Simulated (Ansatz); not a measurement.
# Ge3P4, before and after

Recipe of this trial structure of Ge3P4: random cell by space group and Wyckoff sites (P4/mmm, No. 123). The dimensions are guesses.

POSCAR.start

```
Ge P
1.0
     4.30130    0.00000    0.00000
     0.00000    4.30130    0.00000
     0.00000    0.00000    7.65500
Ge P
3 4
Cartesian
  0.0000 2.1507 0.0000
  2.1507 0.0000 0.0000
  0.0000 0.0000 3.8275
  0.0000 2.1507 3.8275
  2.1507 0.0000 3.8275
  2.1507 2.1507 0.0000
  2.1507 2.1507 3.8275
```

All numbers below come from DFT PBE, scalar-relativistic, plane waves, PAW (Ansatz). Cutoff 420 eV, Gaussian smearing, Γ-centred meshes. Cell and atoms relax first on a coarse mesh and then on a finer one. In between, the cell is made exact in the group found at 0.06 Å. In metals the finer mesh still leaves noise of several meV/atom or more. The steps can't lower the symmetry of their start. No spin polarisation.

POSCAR.end

```
Ge P
1.0
     5.07092    0.00000    0.00000
     0.00000    5.07092    0.00000
     0.00000    0.00000    5.07092
Ge P
3 4
Direct
  0.00000 0.50000 0.00000
  0.50000 0.00000 0.00000
  0.00000 0.00000 0.50000
  0.00000 0.50000 0.50000
  0.50000 0.00000 0.50000
  0.50000 0.50000 0.00000
  0.50000 0.50000 0.50000
```

The symmetry goes from P4/mmm (No. 123) to Pm-3m (No. 221). The volume per atom shrinks by 7.9 %, from 20.2 to 18.6 Å³. The shortest distance goes from 2.15 Å (Ge–P and P–P) to 2.54 Å (Ge–P and P–P). The energy falls by about 0.92 eV/atom (the start's value is from the coarse mesh).

```yaml
Volume_per_atom: 18.63 Å³
Density: 4.35 g/cm³
Formation_energy: +0.28 eV/atom
Gap_on_the_8×8×8_mesh_of_the_7-atom_cell: 0 eV (a metal)
```

The zero of energy is the elements' standard structures at the same level; no fitted shifts are applied. The references include black phosphorus. The separate elements lie lower, so it is unstable against them.

The last run used Gaussian smearing of 0.10 eV. The reference form of P is held partly by dispersion forces, which this level lacks. A structure relaxed within its symmetry needn't be a true minimum. In all, the 4 runs took 100 s on 1 thread of Intel(R) Xeon(R) CPU @ 2.60GHz (Ice Lake), with other jobs on the host.
